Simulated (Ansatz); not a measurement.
# Energy against volume for Mg (hcp, Mg type)

Mg (hcp, Mg type), conventional cell a = b = 3.1731 Å, c = 5.1825 Å, α = β = 90.00°, γ = 120.00°. The calculation uses the primitive cell of 2 atoms, to which meshes and values per cell refer.

Equation-of-state scan: isotropic scaling of the cell above, V₀ being its volume. Symmetry pins the atoms to their sites.

Level of theory: r2SCAN (plane waves to 500 eV, PAW, scalar-relativistic; Ansatz, an electronic-structure program). k mesh 18×18×10 (Γ-centred), Fermi-Dirac smearing 0.05 eV. The energy includes the smearing's −TS. Compression counts positive. With the shape held, the modulus is that of even scaling; a crystal free to change shape is softer. Mg was relaxed with its symmetry unable to fall. ΔE is measured from the relaxed starting cell.

```csv
V (Å³/atom),ΔE (kJ/mol of atoms),P (GPa)
18.979,9.0,9.6
19.883,4.7,6.4
20.787,1.9,3.8
21.691,0.4,1.7
22.594,0.0,0.0
23.498,0.4,-1.5
24.402,1.6,-2.7
25.306,3.3,-3.6
26.209,5.5,-4.4
```

Derived quantities:

| Property | Result |
|---|---|
| Pressure at the smallest volume | 9.6 GPa |
| Energy cost of the largest compression | 94 meV/atom |
| Energy cost of the largest expansion | 57 meV/atom |
| Bulk modulus at fixed cell shape B₀ (third-order Birch-Murnaghan fit) | 39.6 GPa |
| Pressure derivative B₀′ (fit) | 3.9 |
| Equilibrium volume of the fit | 22.58 Å³/atom |
| Pressure for 5 % compression (fit) | 2.2 GPa |

The 9 points together took roughly 2.6 core-minutes.

(A scan under strain: stresses follow from slopes of the energy per volume, elastic moduli from its curvatures.)
